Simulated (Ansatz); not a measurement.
With plane-wave PAW PBE (Ansatz code), Zr in the diamond structure (Fd-3m) relaxes to a = 6.276 Å. Zr has 4 nearest neighbours from 2.72 Å (tetrahedral).

Electronic character: metallic (no gap). Gap from PBE with spin–orbit coupling: none (metallic).

The bulk modulus is 36.8 GPa.

The start of the workflow was typed in or built on a structure type; neither database checked (COD, Materials Project) lists it. It is not the phase usual at ambient conditions (space group No. 194). Symmetry was held in the PBE relaxation; its stability against distortions is not shown here. The run is not spin-polarised. The volume moved by -16 % from the start of the relaxation. Spin–orbit coupling is left out wherever it is not named.

Potentials: the later of the program's two PAW sets.
